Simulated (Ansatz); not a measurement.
The cell below belongs to a search over invented structures; it isn't taken from experiment.

Input and command of a plane-wave DFT calculation in Ansatz:

```yaml
crystal:
  lattice:
    - [4.43303477, 0.0, 0.0]
    - [-2.21651739, 3.83912073, 0.0]
    - [0.0, 0.0, 7.14366348]
  atoms:
    - { symbol: K, position: [0.33333333, 0.66666667, 0.25864127] }
    - { symbol: K, position: [0.66666667, 0.33333333, 0.74135873] }
    - { symbol: Be, position: [0.0, 0.0, 0.5] }
    - { symbol: Be, position: [0.66666667, 0.33333333, 0.35705647] }
    - { symbol: Be, position: [0.33333333, 0.66666667, 0.64294353] }
    - { symbol: Pd, position: [0.0, 0.0, 0.0] }
basis:
  ecutwfc: 420
kpoints:
  mp_grid: { grid: [6, 6, 4] }
hamiltonian:
  xc: pbe
scf:
  occupations: { method: gaussian, width: 0.1 }
  lower_state_search: "off"
output:
  forces: true
  stress: true
  eigenvalues: true
relax:
  adjacent_minimum: "off"
  f_tol: 0.04
  max_steps: 70
  cell: { stress_tol: 0.4 }
```

```bash
ansatz run input.yaml --threads 1 --pin off --max-ram 2560MiB --backend cpu --events-out ev --progress --plain --runs-dir out
```

Processor: Intel(R) Xeon(R) Processor @ 2.50GHz (Skylake/Cascade Lake), 1 thread, on a host shared with other jobs.

Task: How long does it run, and how much memory does it take?

Result: About 4.6 min, peak memory 0.43 GiB. It solves 27 bands at 24 k points (after reduction by symmetry) with about 2545 plane waves (on the last cell), in 155 SCF iterations over 21 ionic steps.
